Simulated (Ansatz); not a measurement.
GeS in space group Cmcm (No. 63; Ge on 4c, S on 4c), plane-wave PAW LDA (Ansatz code), all energies at zero smearing, with the estimated change up to a 700 eV cutoff added, with one set of potentials and settings (totals compare only within such a set). Cell of 4 atoms (2 Ge, 2 S): -10171.589 eV.

```
element             reference phase  E (eV/atom)
-------  --------------------------  -----------
Ge       Fd-3m, 2 atoms in the cell   -4215.7216
S        Fddd, 32 atoms in the cell    -869.4931
```

Formation energy per atom, worked out: (-10171.589 − 2×(-4215.7216) − 2×(-869.4931))/4 = -0.290 eV/atom (-28 kJ per mol of atoms), at 0 K, without zero-point energy or fitted corrections.

The workflow started from a Materials Project entry (that database holds measured and hypothetical structures alike); the Crystallography Open Database copy checked does not list it. COD files the formula under space group No. 62, so this cell is another polymorph or a model. Whether it is the stable phase at ambient conditions was not checked. The LDA relaxation kept the symmetry of its start. At this level the phase is dynamically unstable (imaginary phonons). A crystal of weakly bound layers computed without a dispersion correction: the cell and the soft elastic constants depend strongly on that. The references are the lowest solids computed at this level, not always the standard phases.

Potentials: the later of the program's two PAW sets.
